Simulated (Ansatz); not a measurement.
SnSe:
```cif
data_Se4Sn4
_chemical_formula_sum 'Sn4 Se4'
_space_group_name_H-M_alt 'Pnma'
_space_group_IT_number 62
_space_group_name_Hall '-P 2ac 2n'
_cell_length_a 8.68218
_cell_length_b 4.07692
_cell_length_c 6.40635
_cell_angle_alpha 90.000
_cell_angle_beta 90.000
_cell_angle_gamma 90.000
loop_
_atom_site_label
_atom_site_type_symbol
_atom_site_symmetry_multiplicity
_atom_site_Wyckoff_symbol
_atom_site_fract_x
_atom_site_fract_y
_atom_site_fract_z
_atom_site_occupancy
Sn1 Sn 4 c 0.00739 0.75000 0.23241 1
Se1 Se 4 c 0.17869 0.25000 0.40836 1
```

Relaxed at zero pressure with the program Ansatz at the r²SCAN level (PAW).

The volume is lowered by 9 % and shape and atoms relax at that volume. What pressure results, and how do the axes share the change?

2.8 GPa; a -5.7 %, b -0.4 %, c -3.2 %; the energy rises by 20 meV/atom.

Give the new structure.


Space group Pnma (No. 62); a = 8.189 Å, b = 4.062 Å, c = 6.203 Å, α = β = γ = 90.00°

| atom | site | symmetry | x | y | z |
|---|---|---|---|---|---|
| Sn | 4c | .m. | 0.0142 | 0.2500 | 0.7784 |
| Se | 4c | .m. | 0.1797 | 0.2500 | 0.3901 |

The phase is kept; no other phase was compared at this pressure.

Symmetry was held in the r²SCAN relaxation. The volume moved by 45 % from the start of the relaxation. Spin–orbit coupling is left out wherever it is not named.

Potentials: the later of the program's two PAW sets.
